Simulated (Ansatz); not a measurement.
## WSe2: from a starting cell to a relaxed one

The start is a generated cell, WSe2 placed in the pyrite structure type. A full variable-cell relaxation at zero pressure is run with PBE (plane waves to 420 eV, PAW, scalar-relativistic; Ansatz, an electronic-structure program). First-step values are on the input's coarse k-mesh.

Ansatz input (later rounds restart from its end on a renewed k-mesh):
Ansatz 0.2 input:
```yaml
crystal:
  lattice:
    - [6.365348, 0, 0]
    - [0, 6.365348, 0]
    - [0, 0, 6.365348]
  atoms:
    - { symbol: W, position: [0, 0, 0] }
    - { symbol: W, position: [0.5, 0.5, 0] }
    - { symbol: W, position: [0, 0.5, 0.5] }
    - { symbol: W, position: [0.5, 0, 0.5] }
    - { symbol: Se, position: [0.3851, 0.3851, 0.3851] }
    - { symbol: Se, position: [0.8851, 0.1149, 0.6149] }
    - { symbol: Se, position: [0.6149, 0.8851, 0.1149] }
    - { symbol: Se, position: [0.1149, 0.6149, 0.8851] }
    - { symbol: Se, position: [0.6149, 0.6149, 0.6149] }
    - { symbol: Se, position: [0.1149, 0.8851, 0.3851] }
    - { symbol: Se, position: [0.3851, 0.1149, 0.8851] }
    - { symbol: Se, position: [0.8851, 0.3851, 0.1149] }
basis: { ecutwfc: 420, ecutrho_ratio: 4, xc_grid: 2, fft_grid_basis: typed }
kpoints: { mp_grid: { grid: [3, 3, 3] } }
hamiltonian:
  xc: pbe
  dispersion: none
  pseudopotentials: { azcp: { folder: ./paw }, kind: paw }
scf: { occupations: { method: fermi_dirac, width: 0.05 } }
relax: { f_tol: 0.01, max_steps: 100, cell: { stress_tol: 0.02 } }
output: { forces: true, stress: true }
```

| Item | Value |
|---|---|
| Initial pressure | -8 GPa (negative: the cell is under tension) |
| Outcome | The space group stays Pa-3 (No. 205) (the run could not lower it), with 12 atoms in the primitive magnetic cell |
| Energy released | about 0.21 eV/atom |
| Shortest distances (start → end) | The closest pairs of elements (up to four, under 3.6 Å), start → end: Se–Se 2.53 → 3.01 Å; Se–W 2.66 → 2.58 Å |
| Moments at the end | net 0.51 μB/atom, ferromagnetic |
| Optimiser moves | 10 |

Relaxed structure:

Space group Pa-3 (No. 205); a = 6.2658 Å, b = 6.2658 Å, c = 6.2658 Å, α = 90.00°, β = 90.00°, γ = 90.00°

| atom | site | symmetry | x | y | z |
|---|---|---|---|---|---|
| W | 4a | .-3. | 0.0000 | 0.0000 | 0.0000 |
| Se | 8c | .3. | 0.3612 | 0.3612 | 0.3612 |

Final values are on a 6×6×6 k-mesh of the relaxed cell. The first round had no spin; a later round switched it on. Spin state reached: ferromagnetic (net 0.51 μB/atom); other spin orders were not run from this start.

The run could not lose the symmetry of its start, so the end can be a saddle point.

The relaxed structure here is a generated cell of WSe2: the first start was made by placing the elements on the sites of a structure type, and the end was not matched to a known phase here, so it may be hypothetical. Known forms of WSe2 include space group No. 194.
